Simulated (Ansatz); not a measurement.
Put Zr₂S₃ in P4/mmm (No. 123): Zr on 2h; S on 2e and 1a.

Method: DFT PBE, scalar-relativistic, plane waves, PAW in Ansatz. Cutoff 420 eV, Γ-centred mesh, Gaussian smearing, no spin polarisation.

The zero of energy is the elements' standard structures at the same level; no fitted shifts are applied.

Question: Which cell and coordinates does it relax to?

Answer:

Space group P4/mmm (No. 123). a = 4.115 Å, b = 4.115 Å, c = 6.158 Å, α = 90.00°, β = 90.00°, γ = 90.00°
| atom | site | symmetry | x | y | z |
| --- | --- | --- | --- | --- | --- |
| Zr | 2h | 4mm | 0.5000 | 0.5000 | 0.7389 |
| S | 2e | mmm. | 0.0000 | 0.5000 | 0.5000 |
| S | 1a | 4/mmm | 0.0000 | 0.0000 | 0.0000 |

Around Zr lie 4 S at 2.53 Å, 1 Zr at 2.94 Å, 1 Zr at 3.22 Å and 4 S at 3.32 Å; around S on a site of symmetry mmm lie 4 Zr at 2.53 Å, 4 S at 2.91 Å and 4 S at 3.70 Å; S on a site of symmetry 4/mmm is surrounded by 8 Zr at 3.32 Å and 8 S at 3.70 Å. Another local minimum with the same sites may exist.

Question: And its energy and gap?

Answer: The formation energy is −0.77 eV/atom. The gap on the 10×10×6 mesh of the 5-atom cell is 0 eV (a metal). Whether it is stable depends on the other phases of the system, which aren't compared here.

The last run used Gaussian smearing of 0.10 eV. The reference form of S is held partly by dispersion forces, which this level lacks. A structure relaxed within its symmetry needn't be a true minimum.
